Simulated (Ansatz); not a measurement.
GaN at 35 GPa: from Born charge to LO–TO splitting and polaron coupling

These are results of DFT LDA, scalar-relativistic, plane waves, PAW in Ansatz 0.2.0, not measurements. Settings: 420 eV plane-wave cutoff, Γ-centred 12×12×12 mesh, fixed occupations. No spin polarisation. Phonons by linear response, acoustic sum rule imposed.

The cell, relaxed at 35 GPa:
```
CELL_PARAMETERS angstrom
0.00000 2.13289 2.13289
2.13289 0.00000 2.13289
2.13289 2.13289 0.00000
ATOMIC_POSITIONS crystal
Ga 0.00000 0.00000 0.00000
N 0.75000 0.75000 0.75000
```

Other phases may be more stable at this pressure.

Linear response gives ν_TO = 668.8 cm⁻¹, Born charges ±2.569 e (positive on Ga) and ε∞ = 5.239. The primitive cell holds 19.406 Å³, and the masses are 69.723 and 14.007 amu.

Task: Find ν_LO and the static dielectric constant.

Result: The long-wave field adds a restoring force: ω_LO² − ω_TO² = Z*²e²/(ε_vac ε∞ μV). In these units ν_LO² − ν_TO² = 4.92064×10⁷ Z*²/(μ V ε∞) cm⁻², with μ = m₁m₂/(m₁ + m₂) = 11.664 amu: 273869 cm⁻². So ν_LO = √(668.8² + 273869) = 849.2 cm⁻¹, and the run gives 849.2. Lyddane–Sachs–Teller then gives ε0 = ε∞ (ν_LO/ν_TO)² = 8.45, against 8.45 in the run (it forms both from the same three quantities, so the match checks the arithmetic only). Between ν_TO and ν_LO the dielectric function is negative and an undamped crystal reflects fully: a reststrahlen band from 11.8 to 15.0 μm.

Task: What do the Clausius–Mossotti polarisability and the Szigeti charge come to?

Result: With the Lorentz local field, α = (3V/4π)(ε∞ − 1)/(ε∞ + 2) = 2.71 Å³ for the pair, and e_S = 3Z*/(ε∞ + 2) = 1.06 e. The Born charge includes the electrons' response to the dipole's own local field, and e_S takes that enhancement out. The Lorentz field assumes point-like polarisable ions, a poor picture once ε∞ is this large, since the electron clouds then overlap or are shared, so both numbers are formal here.

Task: How strongly does a slow electron couple to the LO mode?

Result: For one isotropic parabolic band, Fröhlich's constant is α_F = (1/ε∞ − 1/ε0) √(m* Ry/ħω_LO), with Ry = 13.606 eV, ħω_LO = 105.3 meV and m* in free-electron masses: α_F = 0.0725 × 11.37 × √m* = 0.82 √m*. The band mass isn't part of this run; for m* = 0.1, 0.3 and 1 it gives 0.26, 0.45, 0.82. In weak coupling the polaron lies α_F ħω_LO below the band edge (48 meV at m* = 0.3) with a mass m*(1 + α_F/6); past α_F of about 5 or 6 that expansion fails. A semilocal functional's ε∞ tends to be too large, which taken alone lowers α_F.

This zinc-blende form isn't the usual stable structure of the compound at low pressure.

Cost: 1 run of about 0.85 core-minutes, on Intel Xeon Platinum 8488C (Sapphire Rapids) (shared hosts).